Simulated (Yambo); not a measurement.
Absorption of MgPdF$_{6}$ (space group R-3, No. 148) with and without the electron-hole interaction (Yambo, LDA bands; 4×4×4 mesh, 21 valence and 3 conduction bands, static screening with 69 bands and a 3 Ry block, scissor 3.14 eV, Tamm-Dancoff; field along x). Axes are Cartesian, with cell vectors (Å) (2.47, 1.42, 4.51), (-2.47, 1.42, 4.51), (0.00, -2.85, 4.51).

| E (eV) | Im ε, BSE | Im ε, independent quasiparticles |
|---|---|---|
| 0.70 | 0.02 | 0.01 |
| 0.80 | 0.02 | 0.01 |
| 0.90 | 0.02 | 0.01 |
| 1.00 | 0.02 | 0.02 |
| 1.10 | 0.02 | 0.02 |
| 1.20 | 0.02 | 0.02 |
| 1.30 | 0.02 | 0.02 |
| 1.41 | 0.02 | 0.02 |
| 1.51 | 0.02 | 0.02 |
| 1.61 | 0.02 | 0.02 |
| 1.71 | 0.02 | 0.02 |
| 1.81 | 0.02 | 0.02 |
| 1.91 | 0.03 | 0.02 |
| 2.01 | 0.03 | 0.02 |
| 2.11 | 0.03 | 0.02 |
| 2.21 | 0.03 | 0.02 |
| 2.31 | 0.03 | 0.02 |
| 2.41 | 0.03 | 0.03 |
| 2.51 | 0.04 | 0.03 |
| 2.61 | 0.04 | 0.03 |
| 2.71 | 0.04 | 0.03 |
| 2.81 | 0.04 | 0.03 |
| 2.91 | 0.05 | 0.03 |
| 3.01 | 0.05 | 0.03 |
| 3.11 | 0.06 | 0.03 |
| 3.21 | 0.07 | 0.04 |
| 3.31 | 0.07 | 0.04 |
| 3.41 | 0.08 | 0.04 |
| 3.51 | 0.10 | 0.04 |
| 3.61 | 0.12 | 0.05 |
| 3.71 | 0.15 | 0.05 |
| 3.81 | 0.19 | 0.05 |
| 3.91 | 0.26 | 0.06 |
| 4.01 | 0.37 | 0.06 |
| 4.12 | 0.57 | 0.07 |
| 4.22 | 0.88 | 0.08 |
| 4.32 | 1.28 | 0.09 |
| 4.42 | 1.73 | 0.10 |
| 4.52 | 1.94 | 0.11 |
| 4.62 | 1.59 | 0.13 |
| 4.72 | 1.04 | 0.16 |
| 4.82 | 0.74 | 0.20 |
| 4.92 | 0.59 | 0.26 |
| 5.02 | 0.49 | 0.38 |
| 5.12 | 0.41 | 0.59 |
| 5.22 | 0.35 | 0.96 |
| 5.32 | 0.33 | 1.41 |
| 5.42 | 0.36 | 1.57 |
| 5.52 | 0.47 | 1.41 |
| 5.62 | 0.70 | 1.16 |
| 5.72 | 1.07 | 0.86 |
| 5.82 | 1.27 | 0.60 |
| 5.92 | 1.29 | 0.46 |
| 6.02 | 1.35 | 0.42 |
| 6.12 | 1.37 | 0.42 |
| 6.22 | 1.31 | 0.47 |
| 6.32 | 1.21 | 0.59 |
| 6.42 | 1.21 | 0.80 |
| 6.52 | 1.19 | 1.22 |
| 6.62 | 1.12 | 1.96 |
| 6.72 | 1.15 | 2.76 |
| 6.82 | 1.08 | 3.12 |
| 6.93 | 1.00 | 3.16 |
| 7.03 | 0.96 | 3.15 |
| 7.13 | 0.90 | 3.13 |
| 7.23 | 0.83 | 3.08 |
| 7.33 | 0.79 | 3.12 |
| 7.43 | 0.74 | 3.34 |
| 7.53 | 0.75 | 3.34 |
| 7.63 | 0.88 | 3.02 |

The scissor comes from a G0W0 run whose convergence isn't established. Broadening 0.15 eV. The band window holds all transitions up to 12.7 eV. Fine structure above the onset can come from the mesh.

Spin-orbit splittings are left out.

Geometry of the Materials Project entry, not relaxed at this level; primitive cell a = b = c = 5.333 Å, α = β = γ = 55.07°.
